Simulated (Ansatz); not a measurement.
TiNF in space group I4_1md (No. 109; Ti on 4a, N on 4a, F on 4a), plane-wave PAW PBEsol (Ansatz code). The conduction-band minimum lies at Γ, with 1 equivalent valley. Second derivatives d²E/dk² of the lowest band at one valley (eV·Å²), along Cartesian directions:

```json
[
 {"direction": "[100]", "d²E/dk²": "7.769"},
 {"direction": "[010]", "d²E/dk²": "7.769"},
 {"direction": "[001]", "d²E/dk²": "1.954"},
 {"direction": "[110]", "d²E/dk²": "7.769"},
 {"direction": "[101]", "d²E/dk²": "4.864"},
 {"direction": "[011]", "d²E/dk²": "4.864"}
]
```

Task: Find the principal effective masses, the density-of-states mass and the conductivity mass.

Result: Off-diagonal terms follow from H_xy = H[110] − (H_xx + H_yy)/2, and m*/mₑ = 7.620 eV·Å² over each eigenvalue: 0.98, 0.98, 3.9. One valley's DOS mass (m₁m₂m₃)^(1/3) = 1.6, conductivity mass 3/(Σ 1/mᵢ) = 1.3 mₑ.

Task: What effective density of states Nc follows at 300 K for parabolic valleys?

Result: Nc = 2.509e19 × 1 × (1.6)^(3/2) ≈ 5.1e19 cm⁻³.

The workflow started from a Materials Project entry (that database holds measured and hypothetical structures alike); the Crystallography Open Database copy checked does not list it. Whether it is the stable phase at ambient conditions was not checked. Symmetry was held in the PBEsol relaxation; whether a distortion lowers the energy is not shown. The run is not spin-polarised.

Potentials: the later of the program's two PAW sets.

Edges and masses are those of Kohn–Sham bands, whose gap is no quasiparticle gap.
